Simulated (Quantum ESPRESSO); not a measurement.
## AlMg3F7O (finding a planted mistake in a log)

Computed values, not a measurement. The program is pw.x of Quantum ESPRESSO 7.5 (plane-wave density functional theory). The cell is made up: 12 atoms on a fluorite lattice, with randomly drawn elements, strain and displacements, not relaxed. PseudoDojo standard norm-conserving files (v0.5 for PBE, v0.4.1 for LDA and PBEsol) set the functional; there is no spin polarisation, spin-orbit coupling or dispersion term, and the masses in the input are unused placeholders.

Intended input:

```
&control calculation='scf', pseudo_dir='./dojo.nc.sr.pbe.v0_5.standard.upf', outdir='./o', disk_io='medium', tprnfor=.true., tstress=.true. /
&system ibrav=0, nat=12, ntyp=4, nbnd=50, ecutwfc=84.00895049, nosym=.true., tot_charge=0,
 occupations='smearing', smearing='fd', degauss=0.0018374661
/
&electrons conv_thr=7.350e-09, electron_maxstep=60, /
ATOMIC_SPECIES
Al 1.0 Al.upf
F 1.0 F.upf
Mg 1.0 Mg.upf
O 1.0 O.upf
CELL_PARAMETERS angstrom
4.8981 0.0683 -0.0195
0.0683 5.0083 -0.0226
-0.0195 -0.0226 5.0039
ATOMIC_POSITIONS angstrom
Al -0.0447 -0.0994 -0.0667
Mg 0.0843 2.6059 2.6434
Mg 2.5898 0.044 2.243
Mg 2.5107 2.5546 -0.0785
F 1.456 1.1971 1.144
F 1.3327 1.3146 3.7836
F 1.3185 3.585 1.2003
F 1.1974 3.7254 3.8152
O 3.5077 1.2835 1.3511
F 3.7505 1.3292 3.6059
F 3.5654 3.7892 1.3629
F 3.6555 3.8083 3.5164
K_POINTS automatic
5 4 4 1 1 1
```

The log is shortened where brackets say so; the opening notice, blank lines, dates and the lines on written files are dropped, and the path of the files is cut. It prints rydbergs, bohrs and kilobars, and counts compression as positive stress. Where no state is partly filled, the Fermi energy that it prints is only some level between the filled and the empty states on the mesh, and need not lie in the true gap.

Log of the intended run:

```
     Program PWSCF v.7.5
     Parallel version (MPI & OpenMP), running on       1 processor cores
     Number of MPI processes:                 1
     Threads/MPI process:                     1
     [start-up lines left out]
     bravais-lattice index     =            0
     lattice parameter (alat)  =       9.2570  a.u.
     unit-cell volume          =     828.1809 (a.u.)^3
     number of atoms/cell      =           12
     number of atomic types    =            4
     number of electrons       =        88.00
     number of Kohn-Sham states=           50
     kinetic-energy cutoff     =      84.0090  Ry
     charge density cutoff     =     336.0358  Ry
     scf convergence threshold =      7.3E-09
     mixing beta               =       0.7000
     number of iterations used =            8  plain     mixing
     Exchange-correlation= PBE
                           (   1   4   3   4   0   0   0)
     [axes and pseudopotential details left out]
   Cartesian axes
     site n.     atom                  positions (alat units)
         1        Al     tau(   1) = (  -0.0091250  -0.0202914  -0.0136161  )
         2        Mg     tau(   2) = (   0.0172089   0.5319667   0.5396219  )
         3        Mg     tau(   3) = (   0.5286800   0.0089821   0.4578845  )
         4        Mg     tau(   4) = (   0.5125326   0.5214943  -0.0160249  )
         5        F      tau(   5) = (   0.2972269   0.2443752   0.2335354  )
         6        F      tau(   6) = (   0.2720565   0.2683616   0.7723816  )
         7        F      tau(   7) = (   0.2691577   0.7318395   0.2450284  )
         8        F      tau(   8) = (   0.2444364   0.7605007   0.7788324  )
         9        O      tau(   9) = (   0.7160595   0.2620128   0.2758127  )
        10        F      tau(  10) = (   0.7656246   0.2713420   0.7361060  )
        11        F      tau(  11) = (   0.7278384   0.7735248   0.2782215  )
        12        F      tau(  12) = (   0.7462313   0.7774238   0.7178356  )
     number of k points=    40  Fermi-Dirac smearing, width (Ry)=  0.0018
                       cart. coord. in units 2pi/alat
        k(    1) = (   0.0988076   0.1214714   0.1233036), wk =   0.0500000
        k(    2) = (   0.0997667   0.1225627   0.3680521), wk =   0.0500000
     [further k points left out]
     Dense  grid:    86099 G-vectors     FFT dimensions: (  60,  60,  60)
     Estimated max dynamical RAM per process >     130.04 MB
     Initial potential from superposition of free atoms
     starting charge      87.9951, renormalised to      88.0000
     Starting wfcs are   51 randomized atomic wfcs
     total cpu time spent up to now is        8.9 secs
     per-process dynamical memory:    74.6 Mb
     Self-consistent Calculation
     iteration #  1     ecut=    84.01 Ry     beta= 0.70
     Davidson diagonalization with overlap
     ethr =  1.00E-02,  avg # of iterations =  4.1
     total cpu time spent up to now is       34.7 secs
     total energy              =    -739.33486199 Ry
     estimated scf accuracy    <       2.18854721 Ry
     iteration #  2     ecut=    84.01 Ry     beta= 0.70
     Davidson diagonalization with overlap
     ethr =  2.49E-03,  avg # of iterations =  3.3
     total cpu time spent up to now is       57.9 secs
     total energy              =    -738.95314452 Ry
     estimated scf accuracy    <       6.02955288 Ry
     [iterations 3 to 10 left out]
     iteration # 11     ecut=    84.01 Ry     beta= 0.70
     Davidson diagonalization with overlap
     ethr =  5.69E-10,  avg # of iterations =  2.1
     total cpu time spent up to now is      239.5 secs
     total energy              =    -740.32560479 Ry
     estimated scf accuracy    <       0.00000001 Ry
     iteration # 12     ecut=    84.01 Ry     beta= 0.70
     Davidson diagonalization with overlap
     ethr =  1.30E-11,  avg # of iterations =  2.4
     total cpu time spent up to now is      269.0 secs
     End of self-consistent calculation
     [lines on levels left out]
     the Fermi energy is     8.1449 ev
!    total energy              =    -740.32560479 Ry
     estimated scf accuracy    <          8.7E-10 Ry
     smearing contrib. (-TS)   =      -0.00000000 Ry
     internal energy E=F+TS    =    -740.32560479 Ry
     The total energy is F=E-TS. E is the sum of the following terms:
     one-electron contribution =    -412.54591990 Ry
     hartree contribution      =     243.66077608 Ry
     xc contribution           =    -136.58046399 Ry
     ewald contribution        =    -434.85999699 Ry
     convergence has been achieved in  12 iterations
     Forces acting on atoms (cartesian axes, Ry/au):
     atom    1 type  1   force =    -0.02391279    0.10325419    0.06002622
     atom    2 type  3   force =    -0.02355787   -0.08751324   -0.08134998
     atom    3 type  3   force =    -0.07718569    0.03395988    0.07410554
     atom    4 type  3   force =     0.03159970   -0.06565580    0.04806015
     atom    5 type  2   force =    -0.16520497   -0.04686046   -0.01426032
     atom    6 type  2   force =    -0.03110339   -0.03183979   -0.02165355
     atom    7 type  2   force =    -0.07724693    0.04657215    0.00345034
     atom    8 type  2   force =    -0.03096507    0.06198738    0.02070970
     atom    9 type  4   force =     0.23729213    0.04211833   -0.16328083
     atom   10 type  2   force =     0.03816648   -0.02856701    0.08676804
     atom   11 type  2   force =     0.10490096   -0.05793566   -0.13655736
     atom   12 type  2   force =     0.01721744    0.03048003    0.12398204
     Total force =     0.489447     Total SCF correction =     0.000059
     Computing stress (Cartesian axis) and pressure
          total   stress  (Ry/bohr**3)                   (kbar)     P=       68.50
   0.00078973   0.00016453  -0.00001539          116.17       24.20       -2.26
   0.00016453   0.00026481  -0.00014513           24.20       38.96      -21.35
  -0.00001539  -0.00014513   0.00034238           -2.26      -21.35       50.37
     init_run     :      8.18s CPU      8.82s WALL (       1 calls)
     electrons    :    245.94s CPU    260.13s WALL (       1 calls)
     forces       :      6.45s CPU      6.52s WALL (       1 calls)
     stress       :     23.41s CPU     23.52s WALL (       1 calls)
     [timing details left out]
     PWSCF        :   4m44.23s CPU   4m59.86s WALL
     JOB DONE.
```

A second run was made from an input with one planted mistake. Its log:

```
     Program PWSCF v.7.5
     Parallel version (MPI & OpenMP), running on       1 processor cores
     Number of MPI processes:                 1
     Threads/MPI process:                     1
     [start-up lines left out]
     bravais-lattice index     =            0
     lattice parameter (alat)  =       9.2570  a.u.
     unit-cell volume          =     828.1809 (a.u.)^3
     number of atoms/cell      =           12
     number of atomic types    =            4
     number of electrons       =        88.00
     number of Kohn-Sham states=           68
     kinetic-energy cutoff     =      84.0090  Ry
     charge density cutoff     =     336.0358  Ry
     scf convergence threshold =      7.3E-09
     mixing beta               =       0.7000
     number of iterations used =            8  plain     mixing
     Exchange-correlation= PBE
                           (   1   4   3   4   0   0   0)
     [axes and pseudopotential details left out]
   Cartesian axes
     site n.     atom                  positions (alat units)
         1        Al     tau(   1) = (  -0.0091250  -0.0202914  -0.0136161  )
         2        Mg     tau(   2) = (   0.0172089   0.5319667   0.5396219  )
         3        Mg     tau(   3) = (   0.5286800   0.0089821   0.4578845  )
         4        Mg     tau(   4) = (   0.5125326   0.5214943  -0.0160249  )
         5        F      tau(   5) = (   0.2972269   0.2443752   0.2335354  )
         6        F      tau(   6) = (   0.2720565   0.2683616   0.7723816  )
         7        F      tau(   7) = (   0.2691577   0.7318395   0.2450284  )
         8        F      tau(   8) = (   0.2444364   0.7605007   0.7788324  )
         9        O      tau(   9) = (   0.7160595   0.2620128   0.2758127  )
        10        F      tau(  10) = (   0.7656246   0.2713420   0.7361060  )
        11        F      tau(  11) = (   0.7278384   0.7735248   0.2782215  )
        12        F      tau(  12) = (   0.7462313   0.7774238   0.7178356  )
     number of k points=    40  Fermi-Dirac smearing, width (Ry)=  0.0301
                       cart. coord. in units 2pi/alat
        k(    1) = (   0.0988076   0.1214714   0.1233036), wk =   0.0500000
        k(    2) = (   0.0997667   0.1225627   0.3680521), wk =   0.0500000
     [further k points left out]
     Dense  grid:    86099 G-vectors     FFT dimensions: (  60,  60,  60)
     Estimated max dynamical RAM per process >     145.26 MB
     Initial potential from superposition of free atoms
     starting charge      87.9951, renormalised to      88.0000
     Starting wfcs are   51 randomized atomic wfcs +   17 random wfcs
     total cpu time spent up to now is       17.2 secs
     per-process dynamical memory:    77.7 Mb
     Self-consistent Calculation
     iteration #  1     ecut=    84.01 Ry     beta= 0.70
     Davidson diagonalization with overlap
     ethr =  1.00E-02,  avg # of iterations =  6.0
     total cpu time spent up to now is       72.3 secs
     total energy              =    -739.40807938 Ry
     estimated scf accuracy    <       2.09777792 Ry
     iteration #  2     ecut=    84.01 Ry     beta= 0.70
     Davidson diagonalization with overlap
     ethr =  2.38E-03,  avg # of iterations =  2.1
     total cpu time spent up to now is      112.4 secs
     total energy              =    -738.92852873 Ry
     estimated scf accuracy    <       6.24223952 Ry
     [iterations 3 to 10 left out]
     iteration # 11     ecut=    84.01 Ry     beta= 0.70
     Davidson diagonalization with overlap
     ethr =  9.01E-11,  avg # of iterations =  2.0
     total cpu time spent up to now is      478.6 secs
     total energy              =    -740.33569659 Ry
     estimated scf accuracy    <       0.00000001 Ry
     iteration # 12     ecut=    84.01 Ry     beta= 0.70
     Davidson diagonalization with overlap
     ethr =  1.39E-11,  avg # of iterations =  2.0
     total cpu time spent up to now is      512.9 secs
     End of self-consistent calculation
     [lines on levels left out]
     the Fermi energy is     8.2665 ev
!    total energy              =    -740.33569660 Ry
     estimated scf accuracy    <          2.6E-09 Ry
     smearing contrib. (-TS)   =      -0.02929589 Ry
     internal energy E=F+TS    =    -740.30640070 Ry
     The total energy is F=E-TS. E is the sum of the following terms:
     one-electron contribution =    -412.43640640 Ry
     hartree contribution      =     243.56108420 Ry
     xc contribution           =    -136.57108151 Ry
     ewald contribution        =    -434.85999699 Ry
     convergence has been achieved in  12 iterations
     Forces acting on atoms (cartesian axes, Ry/au):
     atom    1 type  1   force =    -0.02124190    0.09457778    0.05324763
     atom    2 type  3   force =    -0.02089789   -0.08094858   -0.07609503
     atom    3 type  3   force =    -0.07937316    0.02792909    0.07970458
     atom    4 type  3   force =     0.02930217   -0.05897259    0.04323340
     atom    5 type  2   force =    -0.15640823   -0.04378991   -0.01171247
     atom    6 type  2   force =    -0.02930318   -0.02991950   -0.02270821
     atom    7 type  2   force =    -0.07414721    0.04369335    0.00673500
     atom    8 type  2   force =    -0.02559757    0.05722034    0.01605810
     atom    9 type  4   force =     0.22485937    0.04624799   -0.15681379
     atom   10 type  2   force =     0.03631583   -0.02591746    0.08339355
     atom   11 type  2   force =     0.10308776   -0.05791651   -0.13410824
     atom   12 type  2   force =     0.01340400    0.02779600    0.11906548
     Total force =     0.467342     Total SCF correction =     0.000064
     Computing stress (Cartesian axis) and pressure
          total   stress  (Ry/bohr**3)                   (kbar)     P=       77.29
   0.00080113   0.00014720  -0.00001940          117.85       21.65       -2.85
   0.00014720   0.00035461  -0.00012491           21.65       52.16      -18.38
  -0.00001940  -0.00012491   0.00042047           -2.85      -18.38       61.85
     init_run     :     15.87s CPU     17.11s WALL (       1 calls)
     electrons    :    469.48s CPU    495.75s WALL (       1 calls)
     forces       :      5.44s CPU      5.51s WALL (       1 calls)
     stress       :     19.49s CPU     19.56s WALL (       1 calls)
     [timing details left out]
     PWSCF        :   8m30.65s CPU   8m59.24s WALL
     JOB DONE.
```

Question: what was wrong in the second input?

Answer: the smearing is too wide. The input lines that differ, file-writing options aside:

```
- &system ibrav=0, nat=12, ntyp=4, nbnd=50, ecutwfc=84.00895049, nosym=.true., tot_charge=0,
+ &system ibrav=0, nat=12, ntyp=4, nbnd=68, ecutwfc=84.00895049, nosym=.true., tot_charge=0,
-  occupations='smearing', smearing='fd', degauss=0.0018374661
+  occupations='smearing', smearing='fd', degauss=0.0301344442
```

```
                                            intended run  run with the mistake
                          free energy (eV)    -10072.643            -10072.780
                    smearing term -TS (eV)        0.0000               -0.3986
                            pressure (GPa)          6.85                  7.73
            largest force component (eV/Å)         6.101                 5.781
largest change of a force component (eV/Å)                               0.320
                                iterations            12                    12
```

For scale, a rerun of the intended cell at 1437 eV and a 7 x 6 x 6 mesh moved values by no more than 0.004 eV in energy, 0.03 GPa in stress and 0.005 eV/Å in force. The number of bands, nbnd, was set by rule from the electron count and the smearing, so it follows the mistake.